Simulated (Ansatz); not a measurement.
Se (trigonal-Se type, space group P3_121)

```xyz
3
Lattice="4.5294 0.0000 0.0000 -2.2647 3.9226 0.0000 0.0000 0.0000 5.0424" Properties=species:S:1:pos:R:3 pbc="T T T"
Se     0.9893     0.0000     4.2020
Se    -0.4946     0.8567     0.8404
Se     1.7701     3.0659     2.5212
```

The volume is varied about the relaxed value V₀ at fixed cell shape. The atoms relax within the cell's symmetry.

Computed with PBE (plane waves to 420 eV, PAW, scalar-relativistic; Ansatz, an electronic-structure program). k mesh 9×9×7 (Γ-centred), Fermi-Dirac smearing 0.05 eV. E stands for the smeared free energy. Se was relaxed with its symmetry unable to fall. The PAW data are Ansatz's earlier set. The zero of ΔE is the relaxed starting cell.

Problem. Estimate the ΔE (eV/atom) for V/V₀ = 0.900, 0.950, 1.025, 1.050, 1.075, 1.100.

Solution. 
```
V/V₀   ΔE (eV/atom)
-----  ------------
0.900        0.0154
0.950        0.0035
1.025        0.0008
1.050        0.0030
1.075        0.0065
1.100        0.0111
```

(Under strain, the slope of the energy per volume gives the stress and its curvature an elastic modulus.)
